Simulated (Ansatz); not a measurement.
Data:

ZnSi$_{2}$O:
Space group R3m, hexagonal axes (No. 160); a = 3.430 Å, b = 3.430 Å, c = 18.203 Å, α = 90.00°, β = 90.00°, γ = 120.00°

```json
[
 {"atom": "Zn", "site": "3a", "symmetry": "3m", "x": "0.0000", "y": "0.0000", "z": "0.9789"},
 {"atom": "O", "site": "3a", "symmetry": "3m", "x": "0.0000", "y": "0.0000", "z": "0.8642"},
 {"atom": "Si", "site": "3a", "symmetry": "3m", "x": "0.0000", "y": "0.0000", "z": "0.5188"},
 {"atom": "Si", "site": "3a", "symmetry": "3m", "x": "0.0000", "y": "0.0000", "z": "0.3881"}
]
```
(The calculation used a cell of 4 atoms; values per cell refer to that cell.)

This is the r²SCAN-relaxed structure.

### Question
All from DFT-r²SCAN in the program Ansatz with PAW potentials, unless another level is named. Give the electronic character.

### Answer
metallic (no gap).

### Question
Give the formation energy from the elements (no fitted shifts).

### Answer
-0.032 eV/atom.

### Question
And the density of states at the Fermi level?

### Answer
0.45 states/eV per atom (mean over ±0.08 eV).

The start of the workflow was typed in or built on a structure type; neither database checked (COD, Materials Project) lists it. Its standing as an ambient phase is unchecked. The cell was relaxed with r²SCAN under the symmetry of its start; its stability against distortions is not shown here. The volume moved by 18 % from the start of the relaxation. The references are the lowest solids computed at this level, not always the standard phases (solids in place of the gases).

Potentials: the earlier of the program's two PAW sets. The files were generated under PBE; for other functionals the program regenerates the frozen cores, and for LDA and PBEsol the local potential too.
